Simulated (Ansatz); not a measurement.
Property card for NbRh

NbRh:
```yaml
crystal:
  lattice:
    - [2.84865, 0.00000, 0.00000]
    - [0.00000, 2.84865, 0.00000]
    - [0.00000, 0.00000, 3.85225]
  atoms:
    - { symbol: Rh, position: [0.50000, 0.50000, 0.50000] }
    - { symbol: Nb, position: [0.00000, 0.00000, 0.00000] }
```

Space group P4/mmm (No. 123), L1₀ or tetragonal B2; conventional cell a = 2.849 Å, b = 2.849 Å, c = 3.852 Å, α = 90.00°, β = 90.00°, γ = 90.00°.

Method: plane-wave PAW r²SCAN (Ansatz code). Structure relaxed to zero pressure with the same functional. Other levels are named where they apply.

Cell and energy:

- Volume per atom: 15.63 Å³
- Density: 10.40 g/cm³
- Formation energy from the elements (no fitted shifts): -0.45 eV/atom

Electronic structure:

- Electronic character = metallic (no gap)
- Density of states at the Fermi level = 0.79 states/eV per atom (mean over ±0.08 eV)
- Gap with spin–orbit coupling = none (metallic)

Mechanics:

- Bulk modulus (Birch–Murnaghan fit) = 234 GPa
- Pressure derivative B′ = 4.3

Charges:

* **Bader charges**: Rh -1.03, Nb +1.03 e

The workflow started from an entry of the Crystallography Open Database (COD), which files this formula under 2 space groups. Its standing as an ambient phase is unchecked. Symmetry was held in the r²SCAN relaxation; whether a distortion lowers the energy is not shown. No spin polarisation was allowed. Axis ratios of metals converge slowly with the k-mesh, so a and c are less sure than the volume. The references are the lowest solids computed at this level, not always the standard phases. Scalar-relativistic: spin–orbit coupling is off unless named, which matters more the heavier the elements.

Potentials: the later of the program's two PAW sets.
